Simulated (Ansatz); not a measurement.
NiSi$_{2}$ (fluorite type, space group Fm-3m)

```
CELL_PARAMETERS angstrom
      0.00000     2.72203     2.72203
      2.72203     0.00000     2.72203
      2.72203     2.72203     0.00000
ATOMIC_POSITIONS crystal
  Ni 0.00000 0.00000 0.00000
  Si 0.25000 0.25000 0.25000
  Si 0.75000 0.75000 0.75000
```

This relaxed cell (volume V₀) is scaled evenly in all directions, its shape held. Symmetry pins the atoms to their sites.

The numbers are results of PBE (plane waves to 420 eV, PAW, scalar-relativistic; Ansatz, a quantum-chemistry and plane-wave program), not measurements. k mesh 15×15×15 (Γ-centred), Fermi-Dirac smearing 0.05 eV. Energies are smeared free energies. NiSi2 is run without spin polarisation. NiSi2 was relaxed with its symmetry unable to fall. The PAW data are Ansatz's earlier set. The zero of ΔE is the relaxed starting cell. The last digit holds for this mesh only.

```json
[
 {"V (Å³/atom)": "12.639", "ΔE (meV/atom)": "25.0"},
 {"V (Å³/atom)": "12.841", "ΔE (meV/atom)": "13.6"},
 {"V (Å³/atom)": "13.042", "ΔE (meV/atom)": "5.9"},
 {"V (Å³/atom)": "13.244", "ΔE (meV/atom)": "1.4"},
 {"V (Å³/atom)": "13.446", "ΔE (meV/atom)": "0.0"},
 {"V (Å³/atom)": "13.647", "ΔE (meV/atom)": "1.3"},
 {"V (Å³/atom)": "13.849", "ΔE (meV/atom)": "5.2"},
 {"V (Å³/atom)": "14.051", "ΔE (meV/atom)": "11.4"},
 {"V (Å³/atom)": "14.253", "ΔE (meV/atom)": "19.7"}
]
```

Question: What is the fitted pressure derivative B₀′?

Answer: 5.0.

Question: What bulk modulus B₀ follows from a third-order Birch-Murnaghan fit?

Answer: 146 GPa.

(Under strain, the slope of the energy per volume gives the stress and its curvature an elastic modulus.)
